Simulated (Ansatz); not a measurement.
The start is a randomly generated symmetric cell of YCl (space group No. 15). The structure is fully relaxed (lattice and positions, P = 0) with PBE (plane waves to 420 eV, PAW, scalar-relativistic; Ansatz, a quantum-chemistry and plane-wave program). The first steps use a coarse 6×6×4 k-mesh.

Initial structure:
```yaml
crystal:
  lattice:
    - [4.23839, -2.48792, 0.00000]
    - [4.23839, 2.48792, 0.00000]
    - [-0.46102, 0.00000, 5.60515]
  atoms:
    - { symbol: Cl, position: [0.50000, 0.50000, 0.00000] }
    - { symbol: Cl, position: [0.50000, 0.50000, 0.50000] }
    - { symbol: Y, position: [0.00000, 0.50000, 0.00000] }
    - { symbol: Y, position: [0.50000, 0.00000, 0.50000] }
```

How large is the pressure on the unrelaxed cell, and of which sign?

+9 GPa (positive: the cell is compressed).

What symmetry does the relaxed structure have?

The space group goes from C2/c (No. 15) to Cccm (No. 66), with 4 atoms in the primitive cell.

How much energy is released per atom?

0.59 eV/atom.

How does the volume per atom move from start to end?

+1.7 %, from 29.55 to 30.05 Å³/atom.

How do the shortest distances between atoms change?

The closest pairs of elements (up to four, under 3.6 Å), start → end: Cl–Y 2.46 → 2.66 Å; Cl–Cl 2.81 → 3.40 Å; Y–Y 3.75 → 3.53 Å.

Is the relaxed structure metallic? Give its gap.

Zero (metallic).

Final values are on a 14×14×7 k-mesh of the relaxed cell. No spin polarisation in the result. The d or f electrons are treated with no Hubbard U.

The run could not lose the symmetry of its start, so the end can be a saddle point.

All atoms sit on sites fixed by symmetry, so only the cell could relax.

The relaxed structure here is a generated cell of YCl: the first start was made by a random draw of sites in a space group, and the end was not matched to a known phase here, so it may be hypothetical.
